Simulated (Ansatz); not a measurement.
SnPt in space group P6/mmm (No. 191; Pt on 3f, Sn on 1a, Sn on 2d) at seven volumes, PBEsol in the plane-wave PAW code Ansatz, shape and atoms relaxed at each. One row is withheld.

```csv
V (Å³/atom),P (GPa)
18.787,16.02
19.407,9.60
20.026,4.33
20.645,0.00
21.265,?
21.884,-6.46
22.503,-8.83
```

Problem. Fit the shown pressures and predict the withheld one.

Solution. Third-order Birch–Murnaghan: P = (3/2)B₀(x^(7/2) − x^(5/2))[1 + (3/4)(B′ − 4)(x − 1)] with x = (V₀/V)^(2/3). Least squares on the six rows gives V₀ = 20.645 Å³/atom, B₀ = 130.5 GPa, B′ = 5.60. At V = 21.265, x = 0.9805 and P = -3.55 GPa. The run itself gave -3.55 GPa.

The cell is a constructed one: a structure type filled with these elements; neither database checked (COD, Materials Project) lists it. COD files the formula under space group No. 194. Its standing as an ambient phase is unchecked. Symmetry was held in the PBEsol relaxation; whether a distortion lowers the energy is not shown. No spin polarisation was allowed. Spin–orbit coupling is left out wherever it is not named.

Potentials: the earlier of the program's two PAW sets. The files were generated under PBE; for other functionals the program regenerates the frozen cores, and for LDA and PBEsol the local potential too.
